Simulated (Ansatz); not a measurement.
Pb (hcp): energy against volume

Level of theory: Ansatz 0.2.0, DFT, BLYP, plane waves (420 eV) with PAW, scalar-relativistic. (PAW data from PBE, frozen cores regenerated.)

The cell is scaled uniformly from the relaxed one, with fractional coordinates and shape fixed. Energies are extrapolated to zero smearing, pressures are those at the given smearing. Magnetic state: spin not included.

A Birch-Murnaghan fit gives V₀ = 34.46 Å³/atom, B₀ = 31 GPa, B₀′ = 5.1.

Question: What are the energy above the minimum and the pressure at 31.999 Å³/atom?

Answer: 20.1 meV/atom and 2.92 GPa as computed.

Question: What are the energy above the minimum and the pressure at 37.564 Å³/atom?

Answer: 22.9 meV/atom and -2.09 GPa as computed.

Question: What are the energy above the minimum and the pressure at 38.955 Å³/atom?

Answer: 44.6 meV/atom and -2.76 GPa as computed.
